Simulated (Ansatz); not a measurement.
## LiPdH: strain energy, fitted

LiPdH, P4/mmm, a = 2.754 Å, c = 3.938 Å. The structure is a Materials Project entry; whether it is the stable form wasn't checked. Ansatz: PBEsol, PAW, 420 eV, Γ-centred 16×16×10 mesh on 3 atoms, Gaussian smearing 0.10 eV; no spin polarisation. Series: strain along c alone, the other axes held, atoms fixed by symmetry; x is the strain in per cent. y is the free energy over the unstrained cell, V0 = 9.955 Å³/atom.

```tsv
x (%)	y (meV/atom)
-3.0	?
-2.0	1.15
-1.0	0.24
0.0	0.00
1.0	0.39
2.0	1.39
3.0	2.97
```

Question: Fit y = c2 x² + c3 x³ to the other rows, turn c2 into a modulus, and predict the missing energy.

Answer: Least squares on the rows shown. y = 0.3080 x² + 0.008620 x³. In eV per unit strain² c2 is 3.080; this is C33 with relaxed ions (E = ½ C33 V0 ε²): 2 × 3.080 × 160.2 / (9.955) = 99 GPa. Energies this small carry numerical noise of a few hundredths of a meV. The unstrained cell keeps some stress along the strain, worth a slope of 0.08 meV/atom per %, which the form leaves out. With a term in x⁴ added, the coefficient of x² becomes 0.3407, 11 % more, which shows how far this figure hangs on the form. At x = -3.0 the fit asked for gives 2.54 meV/atom. The run gave 2.75 meV/atom, so the fit is 0.21 meV/atom too low, 7.1 % of the span of the series, against an rms of 0.06 meV/atom on the fitted rows. The row lies outside the fitted range. With a term in x⁴ added, a fit to the same known rows predicts 2.14 meV/atom, further off still.